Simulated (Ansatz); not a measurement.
**Data sheet: CaC2 (DFT)**

CaC₂:
```
CaC2
1.0
    3.29744     2.08307     0.00000
   -3.29744     2.08307     0.00000
   -2.10674     0.00000     7.02154
Ca C
2 4
Cartesian
 -1.58006   3.42784   5.26615
 -0.52669   0.73831   1.75538
 -2.61074   1.49864   3.92696
  0.50400   2.66751   3.09457
 -0.54937   1.49864   6.60534
 -1.55737   2.66751   0.41620
```

Space group C2/c (No. 15); conventional cell a = 6.5949 Å, b = 4.1661 Å, c = 7.3308 Å, α = γ = 90.00°, β = 106.70°.

Method: r²SCAN in the plane-wave PAW code Ansatz. Structure relaxed to zero pressure with the same functional. Other levels are named where they apply.

### Cell and energy

- Volume per atom = 16.08 Å³
- Density = 2.21 g/cm³
- Formation energy from the elements (no fitted shifts) = -0.14 eV/atom

### Electronic structure

Band gap: 2.31 eV (indirect)
Valence-band maximum: on the Γ–C line, 63 % of the way from Γ (k = 0.224, 0.229, 0.000 in fractions of the reciprocal vectors)
Conduction-band minimum: at Y2 (k = 0.500, 0.500, 0.000 in fractions of the reciprocal vectors)
Smallest direct gap on the standard path: 2.99 eV
Electron effective mass: 0.35, 0.35, 1.6 mₑ (principal values)
Hole effective mass: 1.3, 2.2, 6.1 mₑ (principal values)

### Mechanics

- Bulk modulus (Birch–Murnaghan fit) = 54.9 GPa
- Pressure derivative B′ = 3.8

The workflow started from a Materials Project entry (that database holds measured and hypothetical structures alike); the Crystallography Open Database copy checked does not list it. COD files the formula under space group No. 2. Its standing as an ambient phase is unchecked. The cell was relaxed with r²SCAN under the symmetry of its start; whether a distortion lowers the energy is not shown. The references are the lowest solids computed at this level, not always the standard phases.

Potentials: the later of the program's two PAW sets.
